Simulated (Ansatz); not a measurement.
A relaxed structure of CsCl. Space group Fm-3m (No. 225), rock salt type. Computed with r2SCAN (plane waves to 500 eV, PAW, scalar-relativistic; Ansatz, an electronic-structure program).

Space group Fm-3m (No. 225); a = b = c = 7.006 Å, α = β = γ = 90.00°

```
atom  site  symmetry       x       y       z
----  ----  --------  ------  ------  ------
Cl      4a      m-3m  0.0000  0.0000  0.0000
Cs      4b      m-3m  0.5000  0.5000  0.5000
```
(The calculation used a cell of 2 atoms; values per cell refer to that cell.)

| Item | Result |
|---|---|
| Volume per atom | 42.99 Å³ |
| Band gap | 5.48 eV, direct within 0.03 eV (at Γ) (no spin-orbit coupling) |
| Smallest direct gap | 5.51 eV at Γ |
| Shortest distances | Cl–Cs 3.50 Å |
| k-mesh | 8×8×8 |

Band energies at high-symmetry points (eV from the VBM; labels of this space group; no spin-orbit coupling), from −5 eV up to 7.3 eV:

| point | energies |
|---|---|
| Γ | -0.02 -0.02 -0.02 5.48 |
| X | -0.01 0.00 0.00 5.92 |
| U | -0.25 -0.17 -0.02 6.63 |
| K | -0.25 -0.17 -0.02 6.63 |
| L | -0.62 -0.36 -0.36 |
| W | -0.39 -0.02 -0.02 |

No spin polarisation in the result.

The run could not lose the symmetry of its start.

The first start was generated by placing the elements on the sites of a structure type. A measured structure of CsCl has the same space group, Fm-3m (No. 225); the sites were not compared with it. Another known form has space group No. 221.
